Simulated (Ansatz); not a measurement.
## Two-dimensional strain map in Ti

These are results of Ansatz, DFT PBEsol, scalar-relativistic, plane waves, PAW, not measurements. Cutoff 420 eV, Γ-centred 18×18×10 k-points, Gaussian smearing of 0.15 eV. No spin polarisation. Energies are free energies at this smearing, counted from the undisturbed cell; pressure is positive in compression.

Zero of the scan (as given, not relaxed at this level; it stands at -5.9 GPa):

```
Ti
1.0
     2.95000    0.00000    0.00000
    -1.47500    2.55477    0.00000
     0.00000    0.00000    4.68600
Ti
2
Direct
  0.33333 0.66667 0.25000
  0.66667 0.33333 0.75000
```

The cell is strained by p along both x and y and by q along z, fractional coordinates fixed. Points are written (p, q).

Energy above the undisturbed cell in meV/atom (a dash: not computed):

```csv
p \ q,-0.030,-0.015,0.000,0.015,0.030
-0.030,-9.0,-13.4,-12.9,-7.9,1.2
-0.015,-17.0,-17.3,-12.8,-3.9,8.8
0.000,-11.7,-8.2,0.0,12.4,28.5
0.015,5.6,12.8,24.4,40.0,59.3
0.030,33.8,44.5,59.3,77.9,100.0
```

Pressure in GPa:

```
 p \ q  -0.030  -0.015  0.000  0.015  0.030
-0.030     4.7     2.7    0.8   -1.0   -2.6
-0.015     0.8    -1.0   -2.8   -4.3   -5.8
 0.000    -2.6    -4.3   -5.9   -7.3   -8.6
 0.015    -5.7    -7.2   -8.6   -9.9  -11.0
 0.030    -8.3    -9.7  -11.0  -12.1  -13.2
```